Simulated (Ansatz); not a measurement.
Input file for Ansatz (a program for electronic structure):

Ansatz 0.2 input:
```yaml
crystal:
  lattice:
    - [-2.6520988474, 2.6520988474, 5.8311008768]
    - [2.6520988474, -2.6520988474, 5.8311008768]
    - [2.6520988474, 2.6520988474, -5.8311008768]
  atoms:
    - { symbol: Tc, position: [0.75, 0.25, 0.5] }
    - { symbol: Tc, position: [0.0, 0.0, 0.0] }
    - { symbol: Na, position: [0.25, 0.75, 0.5] }
    - { symbol: Na, position: [0.5, 0.5, 0.0] }
    - { symbol: O, position: [0.5347076078, 0.3997765125, 0.600168439] }
    - { symbol: O, position: [0.1497765125, 0.0496080735, 0.3650689047] }
    - { symbol: O, position: [0.7996080735, 0.9345391688, 0.399831561] }
    - { symbol: O, position: [0.6845391688, 0.7847076078, 0.6349310953] }
    - { symbol: O, position: [0.2152923922, 0.8502234875, 0.899831561] }
    - { symbol: O, position: [0.6002234875, 0.2003919265, 0.1349310953] }
    - { symbol: O, position: [0.9503919265, 0.3154608312, 0.100168439] }
    - { symbol: O, position: [0.0654608312, 0.4652923922, 0.8650689047] }
kpoints:
  mp_grid: { grid: [6, 6, 6] }
hamiltonian:
  xc: r2scan
  pseudopotentials: { kind: paw }
scf:
  occupations: { method: fixed }
output:
  optics: { e_range: [0.0, 15.0], de: 0.05, sigma: 0.1, bands: { spectra_wanted_up_to: 12 eV } }
```

Output (shortened):

```
output.optics: the spectra are integrated over the Brillouin zone by k·p interpolation around the k-points, where levels, occupations, output.optics.sigma and …
Pseudopotentials: kind: paw
Pseudopotential: Tc, paw, valence charge 15
Pseudopotential: Na, paw, valence charge 9
Pseudopotential: O, paw, valence charge 6
Functional definition: r2SCAN
Crystal: 12 atoms, lattice volume = 164.055 Å³
Basis set: ecut = 500 eV, 4213 PW (Γ), exchange–correlation on 216×216×216 points (64 copies of the dense FFT grid, shifted against one another)
Bands: 60, of which v1, the nominal top of the filled ones, is band 48 counted from 1 (47 counted from 0)
Symmetry: 8 space group operations
Space group: I41/a (ITA 88), of the structure as read, at distance tolerance 5.5e-5 Å
k-points: 36 of 216
PAW frozen core: Tc, regenerated for the run's functional
PAW frozen core: Na, regenerated for the run's functional
PAW frozen core: O, regenerated for the run's functional
Initial density: superposition of atomic densities (chi_scale 0.1, normalization cell, long waves kept (reshape's long-wave potential 0.02 eV rms))
Initial wavefunctions: pseudopotential atomic-orbital guess
Eigensolver: davidson
Functional: x = r2scan, c = r2scan; τ floored in thin density (d = 2e-4 eV/Å³)
SCF iter   1: F=—  HF=-18347.127645 eV  |F-HF|=—  |Δ(HF+E_count)|=         —  Δρ=7.22e-2  dr2=6.54e0  dr2_τ=1.08e0  ethr=3.10e-3  ⟨swp⟩=4.0  Hψ=6676  notcnv=0  defer=288
all-band conjugate gradients solve this SCF's bands
preconditioner: auto → Resta (q_TF=auto, 2.495 Å⁻¹)
SCF iter   2: F=—  HF=-18345.879151 eV  |F-HF|=—  |Δ(HF+E_count)|=    1.25e0  Δρ=3.79e-2  dr2=1.90e0  dr2_τ=3.69e-1  ethr=3.10e-3  ⟨swp⟩=2.0  Hψ=4284  notcnv=0  defer=288
SCF iter   3: F=—  HF=-18345.829642 eV  |F-HF|=—  |Δ(HF+E_count)|=   4.95e-2  Δρ=2.46e-2  dr2=1.40e0  dr2_τ=3.29e-1  ethr=1.98e-3  ⟨swp⟩=2.0  Hψ=3384  notcnv=0  defer=288
SCF iter   4: F=—  HF=-18345.619028 eV  |F-HF|=—  |Δ(HF+E_count)|=   2.11e-1  Δρ=6.90e-3  dr2=8.76e-2  dr2_τ=1.17e-2  ethr=1.46e-3  ⟨swp⟩=2.3  Hψ=2975  notcnv=0  defer=307
SCF iter   5: F=—  HF=-18345.613643 eV  |F-HF|=—  |Δ(HF+E_count)|=   5.39e-3  Δρ=1.85e-3  dr2=6.67e-3  dr2_τ=6.27e-4  ethr=9.13e-5  ⟨swp⟩=2.0  Hψ=2800  notcnv=0  defer=359
SCF iter   6: F=—  HF=-18345.615553 eV  |F-HF|=—  |Δ(HF+E_count)|=   1.91e-3  Δρ=4.36e-4  dr2=2.81e-4  dr2_τ=6.77e-5  ethr=6.95e-6  ⟨swp⟩=2.0  Hψ=3600  notcnv=0  defer=360
SCF iter   7: F=—  HF=-18345.615647 eV  |F-HF|=—  |Δ(HF+E_count)|=   9.42e-5  Δρ=1.12e-4  dr2=1.63e-5  dr2_τ=3.71e-6  ethr=2.93e-7  ⟨swp⟩=3.0  Hψ=4135  notcnv=0  defer=288
SCF iter   8: F=—  HF=-18345.615663 eV  |F-HF|=—  |Δ(HF+E_count)|=   1.56e-5  Δρ=2.90e-5  dr2=1.14e-6  dr2_τ=1.22e-7  ethr=1.70e-8  ⟨swp⟩=2.0  Hψ=3240  notcnv=0  defer=288
SCF iter  14: F=-18345.615497 eV  HF=-18345.615497 eV  |F-HF|=7.28e-12  |Δ(HF+E_count)|=    0.00e0  Δρ=2.17e-8  dr2=9.85e-13  dr2_τ=3.95e-14  ethr=1.00e-12  ⟨swp⟩=2.0  Hψ=3888  notcnv=0
SCF 1 converged in 14 iterations: F = -18345.615497 eV  dr2 = 9.85e-13
NSCF: frozen V_eff on 36 k-points
Optics k sum: 0 of 36 k-points
Optics k sum: 2 of 36 k-points
Optics k sum: 4 of 36 k-points
Optics k sum: 6 of 36 k-points
Optics k sum: 8 of 36 k-points
Optics k sum: 9 of 36 k-points
Optics k sum: 11 of 36 k-points
Optics k sum: 13 of 36 k-points
Optics k sum: 15 of 36 k-points
Optics k sum: 17 of 36 k-points
Optics k sum: 18 of 36 k-points
Optics k sum: 20 of 36 k-points
Optics k sum: 22 of 36 k-points
Optics k sum: 24 of 36 k-points
Optics k sum: 26 of 36 k-points
Optics k sum: 27 of 36 k-points
Optics k sum: 29 of 36 k-points
Optics k sum: 31 of 36 k-points
Optics k sum: 33 of 36 k-points
Optics k sum: 35 of 36 k-points
Optics k sum: 36 of 36 k-points
Optics k sum: 0 of 36 k-points
Optics k sum: 2 of 36 k-points
Optics k sum: 4 of 36 k-points
Optics k sum: 6 of 36 k-points
Optics k sum: 8 of 36 k-points
Optics k sum: 9 of 36 k-points
Optics k sum: 11 of 36 k-points
Optics k sum: 13 of 36 k-points
Optics k sum: 15 of 36 k-points
Optics k sum: 17 of 36 k-points
Optics k sum: 18 of 36 k-points
Optics k sum: 20 of 36 k-points
Optics k sum: 22 of 36 k-points
Optics k sum: 24 of 36 k-points
Optics k sum: 26 of 36 k-points
Optics k sum: 27 of 36 k-points
Optics k sum: 29 of 36 k-points
Optics k sum: 31 of 36 k-points
Optics k sum: 33 of 36 k-points
Optics k sum: 35 of 36 k-points
Optics k sum: 36 of 36 k-points
NSCF: frozen V_eff on 1 k-points
NSCF: frozen V_eff on 1 k-points
NSCF: frozen V_eff on 1 k-points
output.optics: what the bands over the 88 summed would add to eps1, eps2 and the energy-loss function is held between a lower and an upper bound (11 Lanczos …
SCF converged after 14 iterations
Free energy (F): -18345.615497 eV
Harris-Foulkes:  -18345.615497 eV  (|F-HF|=7.28e-12)
Internal energy: -18345.615497 eV  (E = F + TS)
E sigma→0 (E₀):  -18345.615497 eV
Fermi energy:    3.574399 eV
--- Per-component energies (eV) ---
  E_band       = -1278.835257
  E_kinetic    = 2867.755383
  E_local      = -9878.260638  (includes V_loc(G=0)·N_el)
  E_nonlocal   = 1183.342395
  E_hartree    = 3340.239382
  E_xc         = -1119.742414
  E_vxc        = -1609.409540  (∫ρ·V_xc dr)
  E_paw        = -8400.092005  (= ΣΔE_a)
  E_vpaw       = -634.171349  (= ΣTr[D̂ρ^β])
  E_aug_tail   = 0.008027  (compensation charges beyond the density's cutoff)
  E_vtau       = 111.421693  (kinetic-family band-sum trace: ∫τ·v_τ [+ j·A + Jᵃ·Aᵃ] dr)
  E_ewald      = -6338.070480
  E_core_change = -0.795145  (= ΣΔE_core)
  E_smearing   =  0.000000  (= −TS)
  E_closure    =  0.000000  (closes the sum)
  Σ components = -18345.615497   (vs F -18345.615497, Δ=0.00e0)
  [band-id]    e_kinetic+e_local+e_nonlocal+2·e_hartree+e_vxc+e_vpaw+e_augmentation_tail+e_vtau = -1278.835267   (vs E_band -1278.835257, Δ=-9.81e-6)
--- Band table (eV; the first three rows and the last of 36) ---
  k-point 0: bands = ["-66.1452", "-66.1444", "-47.0072", "-47.0067", "-37.5905", "-37.5905", "-37.5873", "-37.5873", "-37.5764", "-37.5622", "-17.4379", "-17.4379", "-17.4371", "-17.4371", "-17.4314", "-17.4046", "-14.3900", "-13.7299", "-13.6079", "-13.6044", "-13.6044", "-13.5676", "-13.4657", "-13.4657", "-1.5550", "-1.1128", "-1.1128", "-1.0390", "-0.9844", "-0.7265", "-0.4631", "-0.4631", "-0.3524", "-0.2401", "0.9725", "1.2469", "1.8565", "1.8565", "2.0696", "2.5213", "2.7061", "2.7061", "2.7185", "2.7185", "2.8318", "3.3498", "3.5744", "3.5744", "6.7601", "7.0372", "7.5423", "7.5761", "9.5437", "9.6464", "9.6464", "9.6594", "9.6594", "10.1661", "10.7253", "15.2450"]
  k-point 1: bands = ["-66.1451", "-66.1444", "-47.0072", "-47.0067", "-37.5906", "-37.5903", "-37.5880", "-37.5875", "-37.5749", "-37.5630", "-17.4402", "-17.4390", "-17.4385", "-17.4382", "-17.4267", "-17.4054", "-14.3163", "-13.7099", "-13.6759", "-13.6243", "-13.6002", "-13.5761", "-13.4813", "-13.4569", "-1.4920", "-1.2603", "-1.1448", "-0.9087", "-0.8899", "-0.7360", "-0.6100", "-0.4021", "-0.3173", "-0.3088", "1.1856", "1.2002", "1.8064", "1.8839", "2.0487", "2.4789", "2.6606", "2.6842", "2.7370", "2.7521", "2.9754", "3.2581", "3.3894", "3.5450", "6.8868", "7.1248", "7.5378", "7.5653", "9.3312", "9.4226", "9.5741", "9.6474", "9.8932", "10.1984", "11.2858", "15.1936"]
  k-point 2: bands = ["-66.1449", "-66.1445", "-47.0071", "-47.0068", "-37.5906", "-37.5898", "-37.5893", "-37.5882", "-37.5717", "-37.5650", "-17.4426", "-17.4411", "-17.4396", "-17.4384", "-17.4196", "-17.4083", "-14.1395", "-13.8062", "-13.6743", "-13.6326", "-13.5996", "-13.5886", "-13.5319", "-13.4825", "-1.4360", "-1.3169", "-1.2090", "-1.0354", "-0.7569", "-0.7462", "-0.4084", "-0.3731", "-0.3572", "-0.2919", "1.1137", "1.4473", "1.8428", "1.9235", "1.9338", "2.3820", "2.4657", "2.6983", "2.7433", "2.9576", "3.0341", "3.1239", "3.1699", "3.4035", "7.1302", "7.3316", "7.4551", "7.5830", "9.1559", "9.4220", "9.4631", "9.6680", "9.9320", "10.1105", "12.5220", "14.8071"]
  k-point 35: bands = ["-66.1447", "-66.1447", "-47.0069", "-47.0069", "-37.5927", "-37.5927", "-37.5851", "-37.5851", "-37.5693", "-37.5693", "-17.4470", "-17.4470", "-17.4280", "-17.4280", "-17.4196", "-17.4196", "-14.1098", "-14.1098", "-13.6066", "-13.6066", "-13.5435", "-13.5435", "-13.4631", "-13.4631", "-1.1394", "-1.1394", "-1.1269", "-1.1269", "-0.9511", "-0.9511", "-0.4201", "-0.4201", "-0.3755", "-0.3755", "1.3761", "1.3761", "1.7894", "1.7894", "1.8680", "1.8680", "2.3160", "2.3160", "3.2367", "3.2367", "3.3478", "3.3478", "3.4344", "3.4344", "7.0024", "7.0024", "7.3452", "7.3452", "9.2695", "9.2695", "9.7664", "9.7664", "10.0198", "10.0198", "12.5607", "12.5607"]
  band table: 60 of 60 bands, residual norms ≤ 1.0e-3 eV
```

Cost: very roughly 8 core-minutes on shared cores.

Space group I4_1/a. The workflow started from an entry of the Crystallography Open Database (COD, 296 K). Its standing as an ambient phase is unchecked. The r²SCAN relaxation kept the symmetry of its start; whether a distortion lowers the energy is not shown. The run is not spin-polarised. Scalar-relativistic: spin–orbit coupling is off unless named, which matters more the heavier the elements.

Potentials: the later of the program's two PAW sets (Tc and Pm come from another file).

Ansatz is a plane-wave DFT program.
